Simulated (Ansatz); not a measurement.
Relaxed Pd (fcc, Cu type):

```xyz
4
Lattice="3.9428 0.0000 0.0000 0.0000 3.9428 0.0000 0.0000 0.0000 3.9428" Properties=species:S:1:pos:R:3 pbc="T T T"
Pd     0.0000     0.0000     0.0000
Pd     1.9714     1.9714     0.0000
Pd     1.9714     0.0000     1.9714
Pd     0.0000     1.9714     1.9714
```

These are PBE (plane waves to 420 eV, PAW, scalar-relativistic; Ansatz, a first-principles code) values and carry that method's errors. k mesh 10×10×10 (Γ-centred), Fermi-Dirac smearing 0.05 eV. With partly filled bands, energies and forces of such displacements shift with the k mesh and the smearing. Pd is run without spin polarisation. Pd was relaxed with its symmetry unable to fall.

One atom of the cell was then moved (with its periodic images), all else fixed, and the forces (eV/Å) came out as:

```csv
atom,Fx,Fy,Fz
Pd1,0.163,-1.428,0.000
Pd2,-1.428,0.163,0.000
Pd3,-2.895,-2.895,0.000
Pd4,4.160,4.160,0.000
```

Which atom was moved, and by which vector (Å)?

Pd4, by (-0.36, -0.36, 0.00), 0.50 Å in all.

(A displaced cell: forces are minus the slopes of the energy, force constants its curvatures, and phonons follow from these.)
